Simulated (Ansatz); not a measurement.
**How the functional moves the response of Na (Im-3m) (LDA, PBEsol)**

```
CELL_PARAMETERS angstrom
-2.02913 2.02913 2.02913
2.02913 -2.02913 2.02913
2.02913 2.02913 -2.02913
ATOMIC_POSITIONS crystal
Na 0.00000 0.00000 0.00000
```

This cell (33.42 Å³ an atom) was relaxed by PAW under LDA, and each functional gets its own cell relaxed so. Quantity: harmonic phonons by finite displacements (negative means unstable), on a 4×4×4 q mesh.

Runs: (1) LDA, all-electron LAPW in Ansatz 0.2.0, scalar-relativistic; k mesh 16×16×16, Fermi-Dirac smearing of 0.100 eV, basis error target 1 meV/atom. (2) PBEsol, all-electron LAPW in Ansatz 0.2.0, scalar-relativistic; k mesh 16×16×16, Fermi-Dirac smearing of 0.050 eV, basis error target 1 meV/atom.

Under LDA: highest mode = 137 cm⁻¹, lowest at N = 29.3 cm⁻¹, lowest at P = 104 cm⁻¹, lowest at H = 130 cm⁻¹, Grüneisen γ (heat-capacity mean at 300 K) = 1.26.

Which way does PBEsol move the volume, and by how much?

a = 4.169 Å, 36.23 Å³ an atom: 8.4 % larger.

What does PBEsol give for these quantities?

| quantity | LDA | PBEsol | change |
| --- | --- | --- | --- |
| highest mode | 137 cm⁻¹ | 131 cm⁻¹ | -4 % |
| lowest at N | 29.3 cm⁻¹ | 28.9 cm⁻¹ | -1 % |
| lowest at P | 104 cm⁻¹ | 101 cm⁻¹ | -3 % |
| lowest at H | 130 cm⁻¹ | 126 cm⁻¹ | -3 % |
| Grüneisen γ (heat-capacity mean at 300 K) | 1.26 | 1.20 | -4 % |

Keep in mind: responses of metals move with mesh and smearing.
